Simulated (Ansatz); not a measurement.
BN (wurtzite), relaxed with r²SCAN (Ansatz, a quantum-chemistry and plane-wave program, plane waves, PAW): a = 2.544 Å, b = 2.544 Å, c = 4.208 Å, α = 90.00°, β = 90.00°, γ = 120.00°.

| Item | Value |
|---|---|
| gap (eV) | 5.75 |
| B₀ by P(V) fit (GPa) | 391 |

The same phase is relaxed and computed with HSE06 in the same code. What are the cell and these values now?

a = b = 2.5348 Å, c = 4.1907 Å, α = β = 90.00°, γ = 120.00°.

gap (eV): 6.52
B₀ by P(V) fit (GPa): 404

All cells were relaxed under the symmetry of their starts (and spin orders); stability against distortions was not tested throughout.

Potentials: the later of the program's two PAW sets.

Ansatz is a plane-wave DFT program.
